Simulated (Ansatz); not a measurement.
**InSb$_{3}$ (Fm-3m)**

Level of theory: Ansatz, DFT PBEsol+D3(BJ), scalar-relativistic, plane waves, PAW.

Plane waves to 420 eV, a k mesh through Γ of 10×10×10 on the computed 4-atom cell and Gaussian smearing (0.10 eV); no spin polarisation.

The structure is relaxed at this level of theory with its symmetry kept. Whether it is the stable form of this composition wasn't checked.

```cif
data_structure
_symmetry_space_group_name_H-M 'Fm-3m'
_symmetry_Int_Tables_number 225
_cell_length_a 7.3241
_cell_length_b 7.3241
_cell_length_c 7.3241
_cell_angle_alpha 90.000
_cell_angle_beta 90.000
_cell_angle_gamma 90.000
_cell_volume 392.89
loop_
_atom_site_label
_atom_site_type_symbol
_atom_site_symmetry_multiplicity
_atom_site_Wyckoff_symbol
_atom_site_fract_x
_atom_site_fract_y
_atom_site_fract_z
_atom_site_occupancy
In1 In 4 a 0.00000 0.00000 0.00000 1
Sb1 Sb 8 c 0.25000 0.75000 0.75000 1
Sb2 Sb 4 b 0.50000 0.00000 0.00000 1
```

| Property | Result |
| --- | --- |
| Space group | Fm-3m (No. 225) |
| Volume per atom | 24.56 Å³ |
| Kohn–Sham band gap | none (metal) |
| Density of states at the Fermi level | 2.15 states/eV per cell |
| Löwdin character within 0.5 eV of the Fermi level | Sb 5p 70 %, In 5p 15 % |
| Bulk modulus | 72 GPa |
| Its pressure derivative | 4.7 |
| Bader charges (e) | In (1 in the cell) 0.25, Sb (2 in the cell) -0.13, Sb (1 in the cell) 0.01 |

Spin-orbit coupling is left out, which matters for the bands of heavy elements.

Cost: 9 runs of about 1.2 core-minutes in all, on Intel Xeon 6975P-C (Granite Rapids) (shared hosts).